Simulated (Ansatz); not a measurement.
All numbers below come from DFT PBE, scalar-relativistic, plane waves, PAW in Ansatz. Settings: cutoff 420 eV, Γ-centred meshes spaced at most about 0.3 Å⁻¹, and about 0.25 Å⁻¹ or finer for metals (2π included), Gaussian smearing. No spin polarisation in the final relaxations.

These are static total energies at zero pressure. All come from trial cells, and lower structures may exist.

Problem. Order these relaxed structures of Mg₃TeSe₂ by energy, lowest first, with the energy over the lowest of them.
A.

```
Mg Te Se
1.0
     4.00773    0.00000    0.00000
    -2.00386    3.47079    0.00000
     0.00000    0.00000    9.82297
Mg Te Se
3 1 2
Direct
  0.33333 0.66667 0.18174
  0.66667 0.33333 0.81826
  0.00000 0.00000 0.50000
  0.00000 0.00000 0.00000
  0.33333 0.66667 0.65934
  0.66667 0.33333 0.34066
```

B.

```
Mg Te Se
1.0
     3.89063    0.00000    0.00000
     0.00000    3.89063    0.00000
     0.00000    0.00000   11.73870
Mg Te Se
3 1 2
Cartesian
  1.9453 1.9453 0.0000
  0.0000 1.9453 4.7499
  1.9453 0.0000 6.9888
  0.0000 0.0000 0.0000
  0.0000 1.9453 7.3989
  1.9453 0.0000 4.3399
```

C.

```
Mg Te Se
1.0
     6.95387    0.00000    0.00000
    -3.47694    6.02223    0.00000
     0.00000    0.00000    3.54906
Mg Te Se
3 1 2
Direct
  0.50000 0.00000 0.50000
  0.50000 0.50000 0.50000
  0.00000 0.50000 0.50000
  0.00000 0.00000 0.00000
  0.33333 0.66667 0.00000
  0.66667 0.33333 0.00000
```

D.

```
Mg Te Se
1.0
     3.54244    2.04523    4.33077
    -3.54244    2.04523    4.33077
     0.00000   -4.09045    4.33077
Mg Te Se
3 1 2
Cartesian
  -1.7712 1.0226 2.1654
  1.7712 1.0226 2.1654
  0.0000 -2.0452 2.1654
  0.0000 0.0000 0.0000
  0.0000 0.0000 9.2610
  0.0000 0.0000 3.7313
```

Solution. A (0 meV/atom), B (179 meV/atom), D (314 meV/atom), C (411 meV/atom). Forms: A Te and Se ordered on rock salt sites, P-3m1; B P-4m2; D R-3m; C P6/mmm. Counting Se or Te atoms around Mg (for each partner element, those within 1.25 times its shortest distance or 1.15 times the sum of covalent radii, where it is the nearest in units of that sum or under 1.3; a slash parts the counts of unlike sites): A has Mg 6; B has Mg 4/5; D has Mg 4; C has Mg 4.

Weakly bound directions are ill-defined at this level, which has no dispersion term (P-4m2), and this can change margins and order among such cells. Spin–orbit coupling, which can matter for Te, is left out. Cells relaxed within their symmetry can be saddle points. Some candidate types were left out of the draw beforehand, so a known form may be missing.
